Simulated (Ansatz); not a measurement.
MgO:
```
MgO
1.0
    3.25626     0.00000     0.00000
   -1.62813     2.82000     0.00000
    0.00000     0.00000    15.48643
Mg O
6 6
Direct
  0.66667   0.33333   0.64803
  0.66667   0.33333   0.97924
  0.33333   0.66667   0.81363
  0.33333   0.66667   0.48184
  0.33333   0.66667   0.14744
  0.00000   0.00000   0.31364
  0.66667   0.33333   0.85175
  0.66667   0.33333   0.52051
  0.33333   0.66667   0.01862
  0.33333   0.66667   0.68615
  0.33333   0.66667   0.35303
  0.00000   0.00000   0.18611
```

Relaxed with r²SCAN.

Problem. Give the optical modes at the zone centre with their infrared and Raman activity from DFPT, plane-wave PAW r²SCAN (Ansatz code).

Solution. Transverse frequencies, without the LO–TO term; a row sums one degenerate level.

| ω (cm⁻¹) | degeneracy | IR ((D/Å)²/amu) | Raman (Å⁴/amu) | activity | symmetry |
|---|---|---|---|---|---|
| 88 | 2 | 0.00 | 0.075 | Raman | E |
| 91 | 2 | 0.00 | 0 | silent | E |
| 153 | 2 | 0.00 | 0.12 | Raman | E |
| 156 | 2 | 0.01 | 0.10 | Raman | E |
| 179 | 2 | 0.01 | 0.071 | Raman | E |
| 186 | 1 | 0.03 | 0 | IR | A1 |
| 188 | 1 | 0.00 | 0 | silent | A1 |
| 355 | 1 | 0.21 | 0.10 | IR+Raman | A1 |
| 357 | 1 | 0.00 | 0 | silent | A1 |
| 460 | 1 | 10.86 | 3.4 | IR+Raman | A1 |
| 487 | 1 | 38.21 | 9.6 | IR+Raman | A1 |
| 515 | 2 | 11.81 | 2.0 | IR+Raman | E |
| 515 | 2 | 3.69 | 4.1 | IR+Raman | E |
| 519 | 2 | 8.16 | 6.4 | IR+Raman | E |
| 520 | 2 | 31.22 | 3.5 | IR+Raman | E |
| 524 | 2 | 0.00 | 3.8 | Raman | E |
| 526 | 2 | 39.48 | 3.2 | IR+Raman | E |
| 548 | 1 | 0.48 | 0.15 | IR+Raman | A1 |
| 617 | 1 | 0.00 | 0 | silent | A1 |
| 622 | 1 | 0.04 | 0 | IR | A1 |
| 680 | 1 | 0.00 | 0 | silent | A1 |
| 685 | 1 | 0.02 | 0.18 | IR+Raman | A1 |

Problem. How high does the top mode go among those that the LO–TO term moves?

Solution. 723 cm⁻¹ for q along x, 723 cm⁻¹ for q along y, 704 cm⁻¹ for q along z.

Space group P3m1. The workflow started from a Materials Project entry (that database holds measured and hypothetical structures alike); the Crystallography Open Database copy checked does not list it. It is not the phase usual at ambient conditions (space group No. 225). The cell was relaxed with r²SCAN under the symmetry of its start; whether a distortion lowers the energy is not shown.

Potentials: the later of the program's two PAW sets.
